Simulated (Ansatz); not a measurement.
# Notes on LaInAu

```yaml
crystal:
  lattice:
    - [7.82202, 0.00000, 0.00000]
    - [-3.91101, 6.77406, 0.00000]
    - [0.00000, 0.00000, 4.36806]
  atoms:
    - { symbol: Au, position: [0.00000, 0.00000, 0.50000] }
    - { symbol: In, position: [0.24500, 0.00000, 0.00000] }
    - { symbol: In, position: [0.75500, 0.75500, 0.00000] }
    - { symbol: In, position: [0.00000, 0.24500, 0.00000] }
    - { symbol: Au, position: [0.33330, 0.66670, 0.00000] }
    - { symbol: Au, position: [0.66670, 0.33330, 0.00000] }
    - { symbol: La, position: [0.58500, 0.00000, 0.50000] }
    - { symbol: La, position: [0.41500, 0.41500, 0.50000] }
    - { symbol: La, position: [0.00000, 0.58500, 0.50000] }
```

The numbers come from plane-wave PAW DFT (Ansatz): r2SCAN, no spin polarisation, 500 eV, 5×5×8 Γ-centred k points, fermi-dirac occupations (width 0.1 eV). Nothing was relaxed.

(1) What does the stress say?

(2) Is it stable against the elements?

(3) Is there a gap?

(4) Are the atoms at rest?

(5) Describe some of the short contacts.

Origin: a database entry at a rescaled volume. Caveats: f levels without a U or exact exchange are poorly placed.

## Answers

(1) The pressure is -0.8 GPa (compression positive), so with the atoms held at these fractions the cell would first shrink.

(2) -0.86 eV an atom against the elements' usual phases (free molecules for gases, crystals otherwise, with no correction for O₂ or N₂), so it is bound against them; other compounds may still compete. Relaxing would lower it.

(3) It is a metal, with about 4.6 states/eV a cell as the mean within 0.25 eV of the Fermi level, mostly La d (50 %) and In p (25 %).

(4) Nearly at rest: the largest force is 0.021 eV/Å.

(5) Au–In at 2.91 Å: least valence density 0.27 e/Å³ and ELF 0.31 there. Au–La at 3.21 Å: least valence density 0.18 e/Å³ and ELF 0.17 there. In–In at 3.32 Å: least valence density 0.13 e/Å³ and ELF 0.24 there. These are pseudo-fields; inside the PAW spheres they differ from the all-electron ones.
